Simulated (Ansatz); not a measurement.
# Equation of state of Cu3Te under PBE

```cif
data_structure
_symmetry_space_group_name_H-M 'Pm-3m'
_symmetry_Int_Tables_number 221
_cell_length_a 3.9467
_cell_length_b 3.9467
_cell_length_c 3.9467
_cell_angle_alpha 90.000
_cell_angle_beta 90.000
_cell_angle_gamma 90.000
_cell_volume 61.47
loop_
_atom_site_label
_atom_site_type_symbol
_atom_site_symmetry_multiplicity
_atom_site_Wyckoff_symbol
_atom_site_fract_x
_atom_site_fract_y
_atom_site_fract_z
_atom_site_occupancy
Te1 Te 1 a 0.00000 0.00000 0.00000 1
Cu1 Cu 3 c 0.50000 0.50000 0.00000 1
```

The cell comes from a database or a generator and needn't be the stable form of this composition.

The cell was scaled at fixed shape and fractions and run with Ansatz, Ansatz PAW, cutoff 420 eV; PBE, k mesh 7 × 7 × 7 on the cell of 4 atoms, fermi-dirac occupations of 0.05 eV, no spin polarisation, no spin-orbit coupling. Energies are those that the program minimises, any entropy of the smearing included. For a metal such a mesh isn't converged to the digits shown.

```tsv
V (Å³/atom)	energy over the lowest row (meV/atom)
14.4463	26.17
14.7537	12.77
15.0611	4.31
15.3684	?
15.6758	0.00
15.9832	3.20
16.2905	9.48
```

Problem. Fit the third-order Birch-Murnaghan form, give V0, B0 and B′, and predict the energy left open.

Solution. With y = (V0/V)^(2/3), E = E0 + (9 V0 B0/16) [(y - 1)³ B′ + (y - 1)² (6 - 4y)]. Least squares through the rows shown give V0 = 15.5392 Å³/atom, E0 = -0.36 meV, B0 = 95.44 GPa (1 eV/Å³ = 160.218 GPa) and B′ = 5.05, with a largest miss of 0.01 meV. At V = 15.3684 the form with these constants gives 0.21 meV; the run gave 0.22 meV an atom.
